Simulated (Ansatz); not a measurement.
NbSiB:
```cif
data_B4Nb4Si4
_chemical_formula_sum 'Si4 B4 Nb4'
_space_group_name_H-M_alt 'Cmcm'
_space_group_IT_number 63
_space_group_name_Hall '-C 2c 2'
_cell_length_a 3.29019
_cell_length_b 13.45244
_cell_length_c 3.17832
_cell_angle_alpha 90.000
_cell_angle_beta 90.000
_cell_angle_gamma 90.000
loop_
_atom_site_label
_atom_site_type_symbol
_atom_site_symmetry_multiplicity
_atom_site_Wyckoff_symbol
_atom_site_fract_x
_atom_site_fract_y
_atom_site_fract_z
_atom_site_occupancy
Si1 Si 4 c 0.00000 0.70243 0.25000 1
B1 B 4 c 0.00000 0.53288 0.25000 1
Nb1 Nb 4 c 0.00000 0.09787 0.75000 1
```
(The calculation used a cell of 6 atoms; values per cell refer to that cell.)

Relaxed with r²SCAN.

Question: Which orbitals make up the states near the Fermi level in DFT-r²SCAN in the program Ansatz with PAW potentials?

Answer: Within 0.5 eV of the Fermi level: Nb 4d 70 %, Si 3p 12 %, B 2p 11 %. Projections are on Löwdin-orthogonalised atomic valence shells; empty p or d shells of many metals are not among them.

Question: Tabulate the density of states.

Answer: States/eV per cell of 6 atoms, in 0.25 eV bins, energy from the Fermi level.

```csv
E (eV),total,Nb 4d,Si 3p,B 2p
-7.85,0.90,0.23,0.13,0.24
-7.60,0.89,0.21,0.15,0.27
-7.35,1.38,0.28,0.27,0.45
-7.10,1.24,0.26,0.27,0.38
-6.85,0.90,0.19,0.25,0.26
-6.60,1.58,0.35,0.58,0.39
-6.35,2.40,0.54,0.91,0.65
-6.10,3.04,0.71,0.94,1.03
-5.85,2.31,0.57,0.60,0.87
-5.60,1.83,0.49,0.49,0.67
-5.35,2.34,0.63,0.55,0.94
-5.10,2.79,0.78,0.61,1.20
-4.85,2.71,0.77,0.77,0.98
-4.60,1.93,0.60,0.46,0.70
-4.35,1.91,0.67,0.38,0.70
-4.10,2.56,1.08,0.43,0.85
-3.85,3.62,1.75,0.50,1.09
-3.60,3.47,1.63,0.58,0.84
-3.35,2.57,1.31,0.50,0.44
-3.10,2.88,1.59,0.64,0.35
-2.85,3.37,1.72,0.98,0.35
-2.60,4.05,2.08,1.14,0.41
-2.35,4.36,2.19,1.33,0.44
-2.10,3.73,2.03,1.05,0.34
-1.85,2.64,1.64,0.61,0.20
-1.60,2.74,1.73,0.64,0.22
-1.35,1.77,1.15,0.39,0.13
-1.10,1.08,0.76,0.17,0.08
-0.85,1.03,0.74,0.13,0.09
-0.60,1.21,0.88,0.13,0.12
-0.35,1.02,0.72,0.11,0.11
-0.10,0.72,0.50,0.10,0.08
0.15,0.81,0.58,0.10,0.08
0.40,1.31,0.92,0.15,0.15
0.65,1.74,1.13,0.22,0.19
0.90,2.62,1.60,0.38,0.28
1.15,2.73,1.65,0.39,0.31
1.40,2.36,1.41,0.31,0.26
1.65,2.47,1.43,0.30,0.31
1.90,3.70,2.03,0.46,0.51
2.15,3.16,1.67,0.42,0.43
2.40,2.73,1.55,0.35,0.33
2.65,3.32,1.93,0.37,0.38
2.90,3.84,2.24,0.40,0.46
3.15,4.26,2.56,0.44,0.49
3.40,3.58,2.01,0.44,0.41
3.65,4.57,2.33,0.65,0.54
3.90,3.74,1.84,0.54,0.44
4.15,3.40,1.55,0.53,0.42
4.40,3.15,1.29,0.53,0.40
4.65,3.15,1.11,0.57,0.42
```

The start of the workflow was typed in or built on a structure type; neither database checked (COD, Materials Project) lists it. Its standing as an ambient phase is unchecked. Symmetry was held in the r²SCAN relaxation; its stability against distortions is not shown here. No spin polarisation was allowed. Scalar-relativistic: spin–orbit coupling is off unless named, which matters more the heavier the elements.

Potentials: the later of the program's two PAW sets.
